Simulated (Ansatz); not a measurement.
WSi2 (MoSi2 type, space group I4/mmm)

```
CELL_PARAMETERS angstrom
     -1.61472     1.61472     3.93387
      1.61472    -1.61472     3.93387
      1.61472     1.61472    -3.93387
ATOMIC_POSITIONS crystal
  W  0.00000 0.00000 0.00000
  Si 0.33458 0.33458 0.00000
  Si 0.66542 0.66542 0.00000
```

The slice is a (001) plane (indices of the conventional cell) through the point (0.665, 0.665, 0.000) (fractional), spanned by u = [101] and v = [011] in vectors of this cell: u (3.23 Å) and v (3.23 Å, at 90° to u). It covers one period; positions are fractions (u, v).

All values below come from PBE (plane waves to 420 eV, PAW, scalar-relativistic; Ansatz, a first-principles code). k mesh 20×20×20. These are valence fields of a PAW run, semicore shells included where kept as valence: close to a nucleus they are smooth pseudo fields. Spin-orbit coupling is left out, though W is heavy. The PAW data are Ansatz's earlier set. WSi2 is run without spin polarisation. WSi2 was relaxed with its symmetry unable to fall.

Three fields on this plane, each scaled to ten steps between its own extremes (0 low, 9 high; the total valence density on a logarithmic scale, the potential cut 8 eV below its top; x marks points blanked near nuclei; v = 0 in the bottom row):

Map A
```
|xxxxxxxx268999862xxxxxxx|
|xxxxxxxx368999863xxxxxxx|
|xxxxxxx04689998640xxxxxx|
|xxxxxxx15789998751xxxxxx|
|xxxxxx0367888887630xxxxx|
|xxxxx035677888776530xxxx|
|xxx0135677777777765310xx|
|223456677665556667665432|
|566677776554445567777666|
|888888776543334567788888|
|999998875432223457889999|
|999998875432223457889999|
|999998875432223457889999|
|888888776543334567788888|
|566677776554445567777666|
|223456676665556677665432|
|xxx0135677777777765310xx|
|xxxxx035677888776530xxxx|
|xxxxxx0367888887630xxxxx|
|xxxxxxx15789998751xxxxxx|
|xxxxxxx04689998640xxxxxx|
|xxxxxxxx368999863xxxxxxx|
|xxxxxxxx268999862xxxxxxx|
|xxxxxxxx258999852xxxxxxx|
```

Map B
```
|xxxxxxxx531000135xxxxxxx|
|xxxxxxxx542101245xxxxxxx|
|xxxxxxx76421112467xxxxxx|
|xxxxxxx76432223467xxxxxx|
|xxxxxx8765443445678xxxxx|
|xxxxx887665555566788xxxx|
|xxx7777776666666777777xx|
|555666677777777777666655|
|334445667788888776654443|
|112234567889998876543221|
|001124567899999876542110|
|000123567899999876532100|
|001124567899999876542110|
|112234567889998876543221|
|334445667788888776654443|
|555666677777777777666655|
|xxx7777776666666777777xx|
|xxxxx887665555566788xxxx|
|xxxxxx8765443445678xxxxx|
|xxxxxxx76432223467xxxxxx|
|xxxxxxx76421112467xxxxxx|
|xxxxxxxx542101245xxxxxxx|
|xxxxxxxx531000135xxxxxxx|
|xxxxxxxx531000135xxxxxxx|
```

Map C
```
|xxxxxxxx641000146xxxxxxx|
|xxxxxxxx642101246xxxxxxx|
|xxxxxxx87421112478xxxxxx|
|xxxxxxx97532123579xxxxxx|
|xxxxxx9875432345789xxxxx|
|xxxxx998654333456899xxxx|
|xxx8988765433345678898xx|
|566777665544344556677766|
|344455555444344455555444|
|112234444443334444443221|
|001123334433333443332110|
|000112333333333333321100|
|001123334433333443332110|
|112234444443334444443221|
|344455555444344455555444|
|566777665544344556677766|
|xxx8988765433345678898xx|
|xxxxx998654333456899xxxx|
|xxxxxx9875432345789xxxxx|
|xxxxxxx97532123579xxxxxx|
|xxxxxxx87421112478xxxxxx|
|xxxxxxxx642101246xxxxxxx|
|xxxxxxxx641000146xxxxxxx|
|xxxxxxxx531000135xxxxxxx|
```

Task: Assign the maps to these fields: electron localisation function (ELF); valence electron density; electrostatic potential energy of an electron, from the cell's mean.

Result: A is the electrostatic potential energy of an electron, from the cell's mean; B is the valence electron density; C is the electron localisation function (ELF).
